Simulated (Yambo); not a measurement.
Yambo input for MgS (rock salt, space group Fm-3m, No. 225) under isotropic strain of -3 % on all lattice vectors (a = 3.5551 Å, b = 3.5551 Å, c = 3.5551 Å, α = 60.00°, β = 60.00°, γ = 60.00°), on PBEsol (Quantum ESPRESSO, PseudoDojo norm-conserving, 84 Ry, no spin-orbit coupling) wavefunctions on a 16×16×16 mesh:

```
optics
chi
dipoles
kernel
FFTGvecs= 40 Ry
Chimod= "HARTREE"
NGsBlkXd= 4 Ry
% QpntsRXd
 1 | 1 |
%
% BndsRnXd
 5 | 27 |
%
GrFnTpXd= "R"
% EnRngeXd
 0.0 | 20.0 | eV
%
% DmRngeXd
 0.2 | 0.2 | eV
%
CGrdSpXd= 50
ETStpsXd= 161
% LongDrXd
 1.0 | 0.0 | 0.0 |
%
% XfnQP_E
 1.757 | 1.0 | 1.0 |
%
```

First lines of the file o-*.eps_q1_inv_rpa_dyson:

```
Absorption @ Q(1):   1.00000000     0.00000000     0.00000000    [q->0 direction]
#
# [ X ] Hartree size     :   51
# [GEN] GF Energies     : Perdew, Burke & Ernzerhof SOL(X)+Perdew, Burke & Ernzerhof SOL(C)+ user defined corrections @E
# [GEN] Green`s Function     : Retarded
#
# [GEN] Gauge     : Length
# [GEN] [r,Vnl] included     : yes
#
#    E[1] [eV]     Im(eps)     Re(eps)     Im(eps_o)     Re(eps_o)
#
     0.000000     0.275372E-8     4.410938     0.20423E-17     5.072691
     0.125000     0.002117     4.411598     0.002691     5.073530
     0.250000     0.004240     4.413579     0.005389     5.076048
     0.375000     0.006374     4.416888     0.008101     5.080253
     0.500000     0.008525     4.421532     0.010836     5.086155
     0.625000     0.010699     4.427524     0.013601     5.093772
     0.750000     0.012903     4.434881     0.016404     5.103125
     0.875000     0.015142     4.443622     0.019253     5.114238
     1.000000     0.017423     4.453772     0.022157     5.127144
     1.125000     0.019753     4.465359     0.025124     5.141880
     1.250000     0.022139     4.478415     0.028165     5.158487
     1.375000     0.024589     4.492977     0.031288     5.177014
     1.500000     0.027111     4.509089     0.034505     5.197516
     1.625000     0.029714     4.526796     0.037828     5.220055
     1.750000     0.032408     4.546154     0.041268     5.244699
     1.875000     0.035203     4.567220     0.044840     5.271527
     2.000000     0.038110     4.590061     0.048558     5.300624
     2.125000     0.041141     4.614750     0.052437     5.332084
     2.250000     0.044311     4.641369     0.056496     5.366015
     2.375000     0.047633     4.670007     0.060755     5.402533
     2.500000     0.051125     4.700764     0.065234     5.441769
     2.625000     0.054805     4.733751     0.069957     5.483865
     2.750000     0.058693     4.769091     0.074953     5.528982
     2.875000     0.062812     4.806918     0.080249     5.577296
     3.000000     0.067189     4.847384     0.085881     5.629004
     3.125000     0.071853     4.890657     0.091887     5.684325
     3.250000     0.076836     4.936924     0.098310     5.743503
     3.375000     0.082179     4.986393     0.105201     5.806810
     3.500000     0.087923     5.039300     0.112615     5.874551
     3.625000     0.094119     5.095906     0.120620     5.947069
     3.750000     0.100827     5.156508     0.129292     6.024751
     3.875000     0.108115     5.221439     0.138719     6.108031
     4.000000     0.116062     5.291081     0.149007     6.197406
```
(The file goes on to the top of the energy range.) Convergence of the RPA response with its 16×16×16 mesh was not tested. The scissor comes from a G0W0 run whose convergence isn't established.

Geometry strained from the cell relaxed with PBEsol, atoms relaxed again.
